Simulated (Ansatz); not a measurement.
## What DFT gives for Zr5As3

```
CELL_PARAMETERS angstrom
8.01561 0.00000 0.00000
-4.00780 6.94172 0.00000
0.00000 0.00000 6.13824
ATOMIC_POSITIONS crystal
Zr 0.25381 0.00000 0.25000
Zr 0.25381 0.25381 0.75000
Zr 0.00000 0.25381 0.25000
Zr 0.74619 0.00000 0.75000
Zr 0.74619 0.74619 0.25000
Zr 0.00000 0.74619 0.75000
Zr 0.33330 0.66670 0.00000
Zr 0.66660 0.33330 0.50000
Zr 0.66670 0.33330 0.00000
Zr 0.33340 0.66670 0.50000
As 0.61040 0.00000 0.25000
As 0.61040 0.61040 0.75000
As 0.00000 0.61040 0.25000
As 0.38960 0.00000 0.75000
As 0.38960 0.38960 0.25000
As 0.00000 0.38960 0.75000
```

Single point in Ansatz 0.2.0 with r2SCAN, no spin polarisation. Cutoff 500 eV, PAW datasets, 5×5×6 Γ-centred k mesh, fermi-dirac filling (width 0.1024 eV).

Question: Which atom feels the largest force, and which way?

Answer: The largest is on As11 (and as large on other atoms): 0.11 eV/Å, components (0.11, 0.00, 0.00). It makes 40° with the line to a nearest neighbour, Zr3 at 2.75 Å, pointing towards it.

Question: What does the stress say?

Answer: The pressure is -8.9 GPa (compression positive), so with the atoms held at these fractions the cell would first shrink. The principal stresses -15.9, -5.4, -5.4 GPa differ, so its shape would change too.

Question: What happens at the Fermi level?

Answer: It is a metal, with about 17 states/eV a cell as the mean within 0.25 eV of the Fermi level, mostly Zr d (88 %).

Question: What is the formation energy?

Answer: -0.96 eV an atom against the elements' usual phases (free molecules for gases, crystals otherwise, with no correction for O₂ or N₂), so it is bound against them; other compounds may still compete. Relaxing would lower it.

Origin: a known structure type with other elements, at an estimated volume, so it need not be a known compound. Caveats: many states at the Fermi level without spin polarisation, so a magnetic state may lie lower.
